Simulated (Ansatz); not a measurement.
The relaxed structure here is a generated cell of TaSi2: the first start was made by placing the elements on the sites of a structure type, and the end was not matched to a known phase here, so it may be hypothetical. Known forms of TaSi2 include space group No. 181.

A relaxed structure of TaSi2. These are r2SCAN (plane waves to 500 eV, PAW, scalar-relativistic; Ansatz, a first-principles code) values and carry that method's errors.

```xyz
3
Lattice="4.3697 0.0000 0.0000 -2.1849 3.7843 0.0000 0.0000 0.0000 2.6284" Properties=species:S:1:pos:R:3 pbc="T T T"
Ta     0.0000     0.0000     0.0000
Si     0.0000     2.5229     1.3142
Si     2.1849     1.2614     1.3142
```

Question: Find the space group and the Wyckoff positions (tolerance 0.01 Å).

Answer: Space group P6/mmm (No. 191); a = 4.370 Å, b = 4.370 Å, c = 2.628 Å, α = 90.00°, β = 90.00°, γ = 120.00°

| atom | site | symmetry | x | y | z |
|---|---|---|---|---|---|
| Ta | 1a | 6/mmm | 0.0000 | 0.0000 | 0.0000 |
| Si | 2d | -6m2 | 0.3333 | 0.6667 | 0.5000 |

Question: Give the shortest distances between elements (the closest pairs, up to four, under 3.6 Å).

Answer: Si–Si 2.52 Å; Ta–Ta 2.63 Å; Si–Ta 2.84 Å.

Volume per atom: 14.49 Å³
Band gap: no gap (metallic)

No spin polarisation in the result. The relaxed primitive cell holds an odd number of electrons. A magnetic state may lie lower.

The run could not lower the symmetry of its start; a shaken copy of this end point relaxes with r2SCAN to I4/mmm (No. 139), 0.45 eV/atom lower.
